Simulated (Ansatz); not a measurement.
**Is this HfSi2O6 structure stable?**

The cell was found from a structure generator's guess, not taken from experiment.

Level of theory: DFT PBE, scalar-relativistic, plane waves, PAW in Ansatz. Cutoff 420 eV, Γ-centred 6×6×4 mesh (9-atom cell), Gaussian smearing of 0.02 eV, no spin polarisation.

```yaml
crystal:
  lattice:
    - [4.95530, -2.50390, 0.00000]
    - [4.95530, 2.50390, 0.00000]
    - [-0.18269, 0.00000, 5.87839]
  atoms:
    - { symbol: Hf, position: [0.45899, 0.54101, 0.50000] }
    - { symbol: Si, position: [0.01494, 0.47899, 0.84485] }
    - { symbol: Si, position: [0.52101, 0.98506, 0.15515] }
    - { symbol: O, position: [0.57151, 0.20759, 0.29751] }
    - { symbol: O, position: [0.84742, 0.69226, 0.06935] }
    - { symbol: O, position: [0.79241, 0.42849, 0.70249] }
    - { symbol: O, position: [0.37165, 0.87400, 0.31724] }
    - { symbol: O, position: [0.30774, 0.15258, 0.93065] }
    - { symbol: O, position: [0.12600, 0.62835, 0.68276] }
```

Energies over the elements count from the elements' standard structures at the same level (O₂ as a molecule), with no fitted energy shifts.

Problem. These tests were run: energy against the elements; phonons on a 2×2×1 q mesh. What do they show?

Solution.

```
                       test                                                                                    result
energy against the elements                                                                            −2.936 eV/atom
  phonons on a 2×2×1 q mesh  no imaginary mode on the mesh, but the interpolation dips to 87i cm⁻¹ between its points
```

It fails none of these tests outright. Whether a mixture of other phases lies lower isn't tested here. Undecided within the accuracy: phonons on a 2×2×1 q mesh.

These runs have no spin–orbit coupling, which can matter for Hf. The run for the phonons used a 6×6×4 k mesh.
